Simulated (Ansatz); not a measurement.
## How far is PAW off for Si2Mo?

```
Si Mo
1.0
    -1.56734    1.56734    3.85026
     1.56734   -1.56734    3.85026
     1.56734    1.56734   -3.85026
Si Mo
2 1
Direct
  0.33300 0.33300 0.00000
  0.66700 0.66700 0.00000
  0.00000 0.00000 0.00000
```

Atom numbers follow the list: Si1, Si2, Mo3.

The geometry is COD entry 1010282, unchecked; take it as a test cell. It is an old determination, and later ones may differ. The listed cell was then made from it by scaling, straining or moving an atom.

Levels of theory: DFT, PBEsol, PAW with Ansatz's default frozen-core files, scalar-relativistic (Ansatz 0.2.0); DFT, PBEsol, all-electron LAPW, scalar-relativistic (Ansatz 0.2.0).

For PAW: a Γ-centred 12×12×16 k mesh, Fermi–Dirac smearing of 0.03 eV, cutoff 420 eV, no spin polarisation; the PAW files were made with PBE, and the program remakes their frozen cores for this functional; this mesh doesn't keep the crystal's whole symmetry, which leaves small spurious terms. LAPW targets a basis error of 1 meV/atom. The Ansatz runs share mesh, smearing and spin set-up. Plane-wave (PAW) pressures include the program's estimate of the Pulay term.

Stress and pressure are positive in compression.

The change that made this cell: volume scaled by 0.94.

PAW results:

```
              quantity    PAW
        pressure (GPa)  12.21
       stress xx (GPa)  11.97
       stress zz (GPa)  12.68
force on Si1, z (eV/Å)  0.233
```

Q: What does all-electron LAPW give for the same quantities?

A: 
```csv
quantity,LAPW
pressure (GPa),12.23
stress xx (GPa),12.00
stress zz (GPa),12.70
"force on Si1, z (eV/Å)",0.232
```
